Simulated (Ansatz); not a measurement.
KBr (rock salt)

```
KBr
1.0
    0.00000     3.35261     3.35261
    3.35261     0.00000     3.35261
    3.35261     3.35261     0.00000
Br K
1 1
Direct
  0.00000   0.00000   0.00000
  0.50000   0.50000   0.50000
```

The slice is a {110} plane (indices of the conventional cell) through the point (0.000, 0.000, 0.000) (fractional), spanned by u = [100] and v = [1 -1 -1] in vectors of this cell: u (4.74 Å) and v (6.71 Å, at 90° to u). It covers one period; positions are fractions (u, v).

Computed with PBE (plane waves to 420 eV, PAW, scalar-relativistic; Ansatz, an electronic-structure program). k mesh 9×9×9. Inside the PAW spheres the values are not all-electron values, and peaks at nuclei hang on which shells count as valence. KBr was relaxed with its symmetry unable to fall.

Question: What is the valence density on the shortest Br–K line in this plane (3.35 Å), at its minimum between the atoms?

Answer: 0.07 e/Å³.

Question: What is the ELF at the density minimum of the shortest Br–K line in this plane (3.35 Å)?

Answer: 0.0.

Question: Sketch the valence electron density on this plane as a map.

Answer: 
```
|*#%#*+-:..:-+*#%#|
|%%##+=-:..:-=+##%|
|###*+-:.  .:-+*##|
|**++=-:.  .:-=++*|
|++==-:.    .:-==+|
|=---:.      .:---|
|=--:..      ..:--|
|++=-:.      .:-=+|
|##*+-..    ..-+*#|
|@@%*=:......:=*%@|
|@@@#+-......-+#@@|
|@@@#+-:....:-+#@@|
|@@@#+-......-+#@@|
|@@%*=:......:=*%@|
|##*+-..    ..-+*#|
|++=-:.      .:-=+|
|=--:..      ..:--|
|=---:.      .:---|
|++==-:.    .:-==+|
|**++=-:.  .:-=++*|
|###*+-:.  .:-+*##|
|%%##+=-:..:-=+##%|
|*#%#*+-:..:-+*#%#|
|-*%#*+-:..:-+*#%*|
```
Scale: ten equal steps from -2.28 (start of ' ') to 0.62 (end of '@'), in the order ' .:-=+*#%@'. Values: log₁₀ of the valence density in e/Å³. The map has 17 points along u (one character each, u = 0 at the left) and 24 along v (v = 0 in the bottom row). The scale is logarithmic, as a density can span decades between atoms and voids.
